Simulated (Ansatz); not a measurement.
All numbers below come from DFT PBE, scalar-relativistic, plane waves, PAW in Ansatz 0.2.0. Cutoff 420 eV, Γ-centred meshes of about 0.25 Å⁻¹ or finer for metals and 0.3 Å⁻¹ for insulators (2π included), Gaussian smearing. No spin polarisation.

This relaxed TaH4 cell comes from a structure search over trial cells.

```xyz
10
Lattice="-1.7124 2.9087 3.2782 1.7124 -2.9087 3.2782 1.7124 2.9087 -3.2782" Properties=species:S:1:pos:R:3 pbc="T T T"
Ta    0.0000    0.0000    4.9542
Ta    0.0000    0.0000    1.6023
H     0.0000    0.9537    0.0000
H     0.0000    4.8637    0.0000
H     1.7124    0.9774    1.3148
H     1.7124   -0.9774    1.3148
H     0.0000    1.9313    1.9635
H     0.0000    3.8861    1.9635
H     0.8306    2.9087    0.0000
H     0.8819    0.0000    3.2782
```

**Question.** Does it survive phonon and random-displacement tests?

**Answer.** As far as tested, yes. The phonons at Γ show no imaginary mode. (Phonon run: 10×10×10 k mesh, Gaussian smearing of 0.10 eV.) After random moves of the atoms it relaxes back. Other q points weren't tested. The optical modes at Γ run from 109 to 1599 cm⁻¹. Ta has 10 H at 1.86–1.99 Å; H on a site of symmetry m2m is surrounded by 2 Ta at 1.86 Å, 1 H at 1.91 Å and 8 H at 2.12–2.19 Å; H on a site of symmetry m has 6 H at 1.95–2.19 Å and 3 Ta at 1.96–1.99 Å; H on a site of symmetry 2mm has 1 H at 1.66 Å, 1 H at 1.76 Å, 2 Ta at 1.89 Å and 2 H at 2.12 Å.

These runs have no spin–orbit coupling, which can matter for Ta. Phonons of metals hang on the k mesh and the smearing.
